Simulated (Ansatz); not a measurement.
TaCuN2:
```
CELL_PARAMETERS angstrom
      1.56085     0.90116     5.78056
     -1.56085     0.90116     5.78056
      0.00000    -1.80232     5.78056
ATOMIC_POSITIONS crystal
  Ta 0.50000 0.50000 0.50000
  Cu 0.00000 0.00000 0.00000
  N  0.10557 0.10557 0.10557
  N  0.89443 0.89443 0.89443
```

Relaxed with PBEsol.

**Question.** Give the optical modes at the zone centre with their infrared activity from DFPT, PBEsol (plane waves, PAW; program Ansatz).

**Answer.** Transverse frequencies, without the LO–TO term; a row sums one degenerate level.

```csv
ω (cm⁻¹),degeneracy,IR ((D/Å)²/amu),activity,symmetry
70,2,6.01,IR,Eu
195,2,172.98,IR,Eu
242,1,5.26,IR,A2u
516,2,0.00,IR-inactive,Eg
662,1,18.17,IR,A2u
790,1,0.00,IR-inactive,A1g
```

**Question.** How high does the top mode go among those that the LO–TO term moves?

**Answer.** 510 cm⁻¹ for q along x, 510 cm⁻¹ for q along y, 705 cm⁻¹ for q along z.

Space group R-3m. The first step of the workflow began from a Materials Project structure, measured or hypothetical; the Crystallography Open Database files this formula in space group No. 166, but the cells were not matched. Whether it is the stable phase at ambient conditions was not checked. Symmetry was held in the PBEsol relaxation; its stability against distortions is not shown here. No spin polarisation was allowed. Scalar-relativistic: spin–orbit coupling is off unless named, which matters more the heavier the elements.

Potentials: the later of the program's two PAW sets.
